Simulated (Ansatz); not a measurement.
# W (diamond): energy against volume

Computed with DFT, BLYP, plane waves (420 eV) with PAW, scalar-relativistic (Ansatz). The PAW files were generated under PBE, with cores re-solved for the functional.

The cell is scaled uniformly from the relaxed one, with fractional coordinates and shape fixed. Energies are extrapolated to zero smearing, pressures are those at the given smearing. Magnetic state: spin not included.

A Birch-Murnaghan fit gives V₀ = 25.84 Å³/atom, B₀ = 109 GPa, B₀′ = 3.9.

(1) What are the energy above the minimum and the pressure at 23.797 Å³/atom?

(2) What are the energy above the minimum and the pressure at 24.832 Å³/atom?

(3) What are the energy above the minimum and the pressure at 27.935 Å³/atom?

Results:

(1) 62.8 meV/atom and 10.69 GPa as computed.

(2) 14.3 meV/atom and 4.83 GPa as computed.

(3) 51.0 meV/atom and -7.22 GPa as computed.
